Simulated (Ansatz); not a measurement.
The end point of a relaxation of ZrN. Space group P-6m2 (No. 187), AFLOW prototype AB_hP2_187_d_a (B_h, as in WC). Method: PBEsol (plane waves to 420 eV, PAW, scalar-relativistic; Ansatz, a quantum-chemistry and plane-wave program).

```xyz
2
Lattice="3.1034 0.0000 0.0000 -1.5517 2.6876 0.0000 0.0000 0.0000 2.8934" Properties=species:S:1:pos:R:3 pbc="T T T"
Zr     0.0000     0.0000     0.0000
N      1.5517     0.8959     1.4467
```

```json
{
  "volume_per_atom": "12.07 Å³",
  "band_gap": "no gap (metallic)",
  "shortest_distances": "N–Zr 2.30 Å; Zr–Zr 2.89 Å; N–N 2.89 Å",
  "k-mesh": "17×17×16"
}
```

Band energies at high-symmetry points (eV from the Fermi level; labels of this space group; no spin-orbit coupling), from −5 eV up to 3.3 eV:

```tsv
point	energies
Γ	-3.43 -3.43 -2.33 -1.33 2.95
M	-3.21 -2.01 -1.85
K	-4.01 -3.23 0.97 2.08 2.79
A	-2.66 -2.66 1.13 1.13
L	-4.36 -4.29 1.13
H	-4.80 -2.08 0.91
```

No spin polarisation in the result. The relaxed primitive cell holds an odd number of electrons. A magnetic state may lie lower.

The run could not lose the symmetry of its start; a randomly shaken copy of 4 atoms returns to this structure.

All atoms sit on sites fixed by symmetry, so only the cell could relax.

The first start was generated by placing the elements on the sites of a structure type. Materials Project lists a structure of ZrN in the same space group, P-6m2 (No. 187); the sites were not compared with it, nor with measured phases. Known forms of ZrN include space group No. 225.
